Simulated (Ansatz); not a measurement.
Input and command of a calculation in Ansatz (plane waves; scalar-relativistic PAW potentials unless the input names others):

```yaml
crystal:
  lattice:
    - [-3.5914798332, 3.5914798332, 1.7685948072]
    - [3.5914798332, -3.5914798332, 1.7685948072]
    - [3.5914798332, 3.5914798332, -1.7685948072]
  atoms:
    - { symbol: Si, position: [0.17880106, 0.17880106, 0.35760212] }
    - { symbol: Si, position: [0.82119894, 0.82119894, 0.64239788] }
    - { symbol: Si, position: [0.17880106, 0.82119894, 0.0] }
    - { symbol: Si, position: [0.82119894, 0.17880106, 0.0] }
basis:
  ecutwfc: 420
kpoints:
  mp_grid: { grid: [10, 9, 11] }
hamiltonian:
  xc: lda
scf:
  occupations: { method: gaussian, width: 0.03 }
  max_iter: 80
output:
  forces: true
  eigenvalues: true
  stress: true
```

```bash
ansatz run input.yaml --threads 1 --pin off --max-ram 2560MiB --backend cpu --events-out ev --progress --plain --runs-dir out
```

Abridged log:
```
Warning: crystal.symmetry: narrowed to the stabiliser of the k-point mesh — unitary ops 16 → 2; excluded 14 operations that carry a point of the 10×9×11 mesh (shift [0, 0, 0]) off the mesh (the run samples exactly the mesh kpoints.mp_grid names, as under crystal.symmetry.detect: false, and its converged state has the mesh's symmetry, not the crystal's; ε∞, the Born charges and the force constants of a linear response (`dielectric:` by the response, `phonons.method: dfpt`) are averaged over those of the crystal's operations that the state keeps within a tolerance, where `mesh_tensors`, `unavera ...
Pseudopotentials: kind: paw
Pseudopotential: Si, paw, valence charge 4, recommended cutoff 420 eV (normal)
Functional definition: SPW92
Crystal: 4 atoms, lattice volume = 91.250 Å³
Basis set: ecut = 420 eV, 1733 PW (Γ)
Bands: 12, of which v1, the nominal top of the filled ones, is band 8 counted from 1 (7 counted from 0)
Symmetry: 2 space group operations
k-points: 496 of 990
Initial density: superposition of atomic densities (neutral atoms: chi_scale 0, normalization atom), corrected by the library's trained network
Initial wavefunctions: pseudopotential atomic-orbital guess
Functional: x = slater, c = lda
SCF iter   1: F=—  HF=-2433.269839 eV  |F-HF|=—  |Δ(HF+E_count)|=         —  Δρ=3.91e-3  dr2=1.62e-2  ethr=1.77e-3  ⟨swp⟩=6.4  Hψ=44966  notcnv=0
SCF iter   2: F=—  HF=-2433.265957 eV  |F-HF|=—  |Δ(HF+E_count)|=   3.88e-3  Δρ=2.26e-3  dr2=5.75e-3  ethr=1.01e-4  ⟨swp⟩=1.3  Hψ=10215  notcnv=0
SCF iter   3: F=—  HF=-2433.263912 eV  |F-HF|=—  |Δ(HF+E_count)|=   2.04e-3  Δρ=2.58e-4  dr2=7.75e-5  ethr=3.59e-5  ⟨swp⟩=2.6  Hψ=11572  notcnv=0
SCF iter   4: F=—  HF=-2433.263911 eV  |F-HF|=—  |Δ(HF+E_count)|=   9.39e-7  Δρ=6.67e-5  dr2=9.59e-6  ethr=4.84e-7  ⟨swp⟩=1.4  Hψ=6330  notcnv=0
SCF iter   5: F=—  HF=-2433.263912 eV  |F-HF|=—  |Δ(HF+E_count)|=   5.67e-7  Δρ=1.70e-5  dr2=6.85e-7  ethr=5.99e-8  ⟨swp⟩=2.0  Hψ=8777  notcnv=0
SCF iter   6: F=-2433.263912 eV  HF=-2433.263912 eV  |F-HF|=1.28e-8  |Δ(HF+E_count)|=   9.00e-8  Δρ=3.34e-6  dr2=3.75e-8  ethr=6.25e-10  ⟨swp⟩=5.8  Hψ=28087  notcnv=0
SCF 1 converged in 6 iterations: F = -2433.263912 eV  dr2 = 3.75e-8
SCF converged after 6 iterations
Free energy (F): -2433.263912 eV
Harris-Foulkes:  -2433.263912 eV  (|F-HF|=1.28e-8)
Internal energy: -2433.263739 eV  (E = F + TS)
E sigma→0 (E₀):  -2433.263825 eV
Entropy (-TS):   -0.000173 eV (-0.043 meV/atom)
Fermi energy:    4.965774 eV
--- Forces (eV/Å), atoms counted from 1 ---
  atom   1  Si    -0.85882721    -0.85887082     0.00209091
  atom   2  Si     0.85882721     0.85887082    -0.00209091
  atom   3  Si     0.85957747    -0.85961277     0.00231717
  atom   4  Si    -0.85957747     0.85961277    -0.00231717
--- Stress (GPa, compression-positive) ---
      -12.177594      -0.004027       0.013478
       -0.004027     -12.178355      -0.010391
        0.013478      -0.010391      10.894272
  P = ⅓ Tr σ = -4.4872 GPa (-44.872 kbar)
```

One setting here is unusual or wrong in general: a mesh that breaks the symmetry (kpoints.mp_grid.grid: [10, 10, 10] → [10, 9, 11]). For this cell it did little harm to the result: the run converged in 6 SCF iterations (reference: 6) with an energy at zero smearing 0.63 meV/atom above the reference's, pressure -4.49 GPa, largest force 1.216 eV/Å, no gap on the mesh. The program drops the symmetry operations that the mesh breaks, which leaves more k-points to solve, 496 here. A reference run from the same start on usual settings converged with pressure -4.49 GPa, largest force 1.226 eV/Å, no gap on the mesh.

Time: 31 s on 1 thread of Intel(R) Xeon(R) Platinum 8259CL CPU @ 2.50GHz (Skylake/Cascade Lake), on a shared host, peak memory 0.73 GiB.